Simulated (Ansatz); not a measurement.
TiO$_{2}$ (rutile), relaxed and computed with several functionals in Ansatz (plane waves, PAW). Much of their spread follows the volume that each gives.

```csv
functional,V (Å³/atom),B₀ by P(V) fit (GPa)
r²SCAN,10.40,226
HSE06,10.30,?
PBE,10.65,199
LDA,10.06,239
```

Question: Fit a straight line to ln B₀ against ln V and predict the withheld value.

Answer: Least squares on the 3 shown rows: ln B₀ = -3.12 × ln V + (12.693), with a scatter of 2.4 %. For HSE06 this gives 225. The run itself gave 231, a miss of 2.6 % of that.

All cells were relaxed under the symmetry of their starts (and spin orders); stability against distortions was not tested throughout. Rows with no word on spin ran without spin polarisation.

Potentials: the later of the program's two PAW sets.

Ansatz (a first-principles code) is a plane-wave DFT program.
